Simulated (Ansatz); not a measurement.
Hf$_{2}$SiN:
```xyz
8
Lattice="3.2196 0.0000 0.0000 -1.6098 2.7883 0.0000 0.0000 0.0000 13.3281" Properties=species:S:1:pos:R:3 pbc="T T T"
Si     0.0000     1.8589     9.9961
Si     1.6098     0.9294     3.3320
Hf     0.0000     1.8589     1.2819
Hf     1.6098     0.9294     7.9460
Hf     1.6098     0.9294    12.0462
Hf     0.0000     1.8589     5.3821
N      0.0000     0.0000     0.0000
N      0.0000     0.0000     6.6640
```

Relaxed with PBE. Special points in fractions of this cell's reciprocal vectors: Γ (0.000, 0.000, 0.000); M (0.500, 0.000, 0.000); K (0.333, 0.333, 0.000); A (0.000, 0.000, 0.500); L (0.500, 0.000, 0.500); H (0.333, 0.333, 0.500).

List the band energies nearest the Fermi level at these points for PBE in the plane-wave PAW code Ansatz.

In eV from the Fermi level; about four levels below and three above (degenerate sets whole), none deeper than 8.9 eV; points with the same levels are listed once.

```tsv
k	below	above
Γ	-4.96 -4.96 -4.66 -2.48 -1.55	0.34 0.40 0.40
M	-3.13 -2.70 -2.54 -2.30	0.48 0.76 0.99
K	-3.21 -3.21 -2.87 -2.87 -0.91	0.06 0.75 0.75
A	-3.74 -3.74 -0.42 -0.42	0.50 0.50 0.50 0.50
L	-2.90 -2.90 -2.38 -2.38	0.71 0.71 0.82 0.82
H	-2.78 -2.78 -0.48 -0.48	0.70 0.70 1.81 1.81
```

Space group P6_3/mmc. The start of the workflow was typed in or built on a structure type; neither database checked (COD, Materials Project) lists it. Its standing as an ambient phase is unchecked. The cell was relaxed with PBE under the symmetry of its start; its stability against distortions is not shown here. No spin polarisation was allowed. Spin–orbit coupling is left out wherever it is not named.

Potentials: the earlier of the program's two PAW sets.
